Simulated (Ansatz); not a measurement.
ZnCu2SnS4 (kesterite type, space group I-4)

```
ZnCu2SnS4
1.0
   -2.70703     2.70703     5.41081
    2.70703    -2.70703     5.41081
    2.70703     2.70703    -5.41081
Cu Zn Sn S
2 1 1 4
Direct
  0.00000   0.00000   0.00000
  0.75000   0.25000   0.50000
  0.25000   0.75000   0.50000
  0.50000   0.50000   0.00000
  0.63521   0.62870   0.52216
  0.10654   0.11306   0.47784
  0.37130   0.89346   0.00652
  0.88694   0.36479   0.99348
```

E(V) scan at fixed shape, V₀ the volume above. The atoms relax within the cell's symmetry.

Computed with r2SCAN (plane waves to 500 eV, PAW, scalar-relativistic; Ansatz, an electronic-structure program). k mesh 9×9×9 (Γ-centred), Fermi-Dirac smearing 0.05 eV. Energies are smeared free energies. With the shape held, the modulus is that of even scaling; a crystal free to change shape is softer. ZnCu2SnS4 is run without spin polarisation. ZnCu2SnS4 was relaxed with its symmetry unable to fall. The zero of ΔE is the relaxed starting cell.

```
V (Å³/atom)  ΔE (meV/atom)
-----------  -------------
18.636                19.3
18.834                13.1
19.032                 8.2
19.231                 4.5
19.429                 2.0
19.627                 0.5
19.825                 0.0
20.024                 0.5
20.222                 1.8
20.420                 4.1
20.618                 7.1
20.817                10.9
21.015                15.4
```

What is the fitted pressure derivative B₀′?

4.8.

What bulk modulus at fixed cell shape B₀ follows from a third-order Birch-Murnaghan fit?

77.1 GPa.

(A scan under strain: stresses follow from slopes of the energy per volume, elastic moduli from its curvatures.)
